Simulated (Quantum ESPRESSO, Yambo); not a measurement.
**Quasiparticle gap of KMgF3**

```cif
data_F3KMg
_chemical_formula_sum 'F3 Mg1 K1'
_space_group_name_H-M_alt 'P 1'
_space_group_IT_number 1
_cell_length_a 3.97847
_cell_length_b 3.97847
_cell_length_c 3.97847
_cell_angle_alpha 90.000
_cell_angle_beta 90.000
_cell_angle_gamma 90.000
loop_
_space_group_symop_operation_xyz
  'x, y, z'
loop_
_atom_site_label
_atom_site_type_symbol
_atom_site_fract_x
_atom_site_fract_y
_atom_site_fract_z
_atom_site_occupancy
F1 F 0.00000 0.50000 0.00000 1
F2 F 0.50000 0.00000 0.00000 1
F3 F 0.00000 0.00000 0.50000 1
Mg1 Mg 0.00000 0.00000 0.00000 1
K1 K 0.50000 0.50000 0.50000 1
```

The geometry is that of Materials Project entry mp-3448, symmetrised and not relaxed again.

Starting point: PBEsol (Quantum ESPRESSO, PseudoDojo norm-conserving, 84 Ry, scalar-relativistic). G0W0 in Yambo: 4×4×4 Γ-centred k mesh, bands 2 to 123 and a 8 Ry block in the screening, 123 bands in G with the Bruneval-Gonze terminator, plasmon pole fitted at 27.2 eV.

PBEsol gap along the band path: 7.21 eV
PBEsol gap between the mesh's edge points (R → Γ): 7.21 eV
G0W0 gap between the same points: 11.37 eV
PBEsol smallest direct gap on the mesh (at Γ): 7.53 eV
G0W0 direct gap at that point: 11.71 eV

```csv
k point,band,E PBEsol (eV),E QP (eV),shift (eV),Z
Γ,VB,-0.33,-3.05,-2.72,0.83
Γ,CB,7.21,8.67,1.46,0.89
X,VB,-0.54,-3.30,-2.76,0.83
X,CB,10.02,11.90,1.88,0.89
M,VB,-0.02,-2.73,-2.71,0.83
M,CB,10.86,13.25,2.39,0.88
R,VB,0.00,-2.71,-2.71,0.83
R,CB,10.36,12.54,2.18,0.89
```

Energies count from the PBEsol valence-band maximum.

Nearest settings tried, and what they do to the gap: 79 bands in W, 79 bands in G: +90 meV; 1 Ry block (19 vectors against 179): +967 meV. Not varied: mesh. So the settings aren't converged at that level.

The cell is held in this high symmetry; tilts and polar distortions were not searched.
